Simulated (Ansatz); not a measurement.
NbPS: computed property card

NbPS:
```cif
data_Nb2P2S2
_chemical_formula_sum 'Nb2 P2 S2'
_space_group_name_H-M_alt 'P 1'
_space_group_IT_number 1
_cell_length_a 6.61937
_cell_length_b 6.61937
_cell_length_c 6.61937
_cell_angle_alpha 150.310
_cell_angle_beta 138.530
_cell_angle_gamma 51.828
loop_
_space_group_symop_operation_xyz
  'x, y, z'
loop_
_atom_site_label
_atom_site_type_symbol
_atom_site_fract_x
_atom_site_fract_y
_atom_site_fract_z
_atom_site_occupancy
Nb1 Nb 0.37505 0.87505 0.50000 1
Nb2 Nb 0.62495 0.12495 0.50000 1
P1 P 0.23722 0.50000 0.73722 1
P2 P 0.76278 0.50000 0.26278 1
S1 S 0.78815 0.78815 0.00000 1
S2 S 0.21185 0.21185 0.00000 1
```

Space group Immm (No. 71); conventional cell a = 3.3918 Å, b = 4.6872 Å, c = 11.9076 Å, α = β = γ = 90.00°.

Method: PBEsol (plane waves, PAW; program Ansatz). The cell and atoms are relaxed at this level. Other levels are named where they apply.

Cell and energy:

| Quantity | Result |
|---|---|
| Volume per atom | 15.78 Å³ |
| Density | 5.47 g/cm³ |
| Formation energy from the elements (no fitted shifts) | -0.95 eV/atom |

Electronic structure:

| Item | Value |
|---|---|
| Electronic character | metallic (no gap) |
| Density of states at the Fermi level | 0.62 states/eV per atom (mean over ±0.08 eV) |

Charges:

| Property | Result |
|---|---|
| Bader charges | Nb +1.49, P -0.63, S -0.86 e |

The workflow started from an entry of the Crystallography Open Database (COD). Its standing as an ambient phase is unchecked. The PBEsol relaxation kept the symmetry of its start; whether a distortion lowers the energy is not shown. No spin polarisation was allowed. The references are the lowest solids computed at this level, not always the standard phases. Spin–orbit coupling is left out wherever it is not named.

Potentials: the later of the program's two PAW sets.
